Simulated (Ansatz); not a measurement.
Here is an unrelaxed guess for Si2Ge3.

```xyz
5
Lattice="4.0109 0.0000 0.0000 0.0000 4.0109 0.0000 0.0000 0.0000 6.4434" Properties=species:S:1:pos:R:3 pbc="T T T"
Si    0.0000    0.0000    5.0010
Si    0.0000    0.0000    1.4424
Ge    2.0055    2.0055    1.2741
Ge    2.0055    2.0055    5.1693
Ge    0.0000    0.0000    0.0000
```

All numbers below come from Ansatz 0.2.0, DFT PBE, scalar-relativistic, plane waves, PAW. Plane waves to 420 eV, a k mesh through Γ of 4×4×4 on the computed 5-atom cell and Gaussian smearing (0.10 eV); no spin polarisation.

Energies over the elements count from the elements' standard structures at the same level, with no fitted energy shifts.

Task: What does a single point on this coarse mesh give?

Result: The pressure is 88.4 GPa (the mean over three directions, positive in compression), the largest force is 61.27 eV/Å, and the energy is +6.74 eV/atom against the elements. The shortest distance is 1.44 Å, so close that the PAW spheres overlap strongly and these values are rough.

Task: Is it a good guess?

Result: A poor one: relaxing gains about 6.3 eV/atom (the start's value is from the coarse mesh, so the gain is rough) in 27 ionic steps and ends at +0.42 eV/atom on the finer mesh. The symmetry stays P4/mmm (No. 123). The volume per atom shrinks by 8.2 %, from 20.7 to 19.0 Å³. The shortest distance goes from 1.44 Å (Si–Ge) to 2.37 Å (Si–Si). The ratio c/a of the conventional cell changes by a factor of 1.50. Conventional cell: a = 3.408 Å, c = 8.193 Å. Si has 1 Si at 2.37 Å, 4 Ge at 2.60 Å and 1 Ge at 2.91 Å; Ge on a site of symmetry 4mm has 4 Si at 2.60 Å and 4 Ge at 3.08 Å; Ge on a site of symmetry 4/mmm is surrounded by 2 Si at 2.91 Å, 8 Ge at 3.08 Å and 4 Ge at 3.41 Å.

The last run used a 12×12×6 mesh (in the run's order of axes) for its 5-atom cell and Gaussian smearing of 0.10 eV. The relaxation can't lower the symmetry of the start, and the grade says only how near the guess is to its own end. A structure relaxed within its symmetry needn't be a true minimum. Another cell of Si2Ge3 relaxed alike, in P-3m1, lies 72 meV/atom lower, so this cell isn't the stable form at this level.
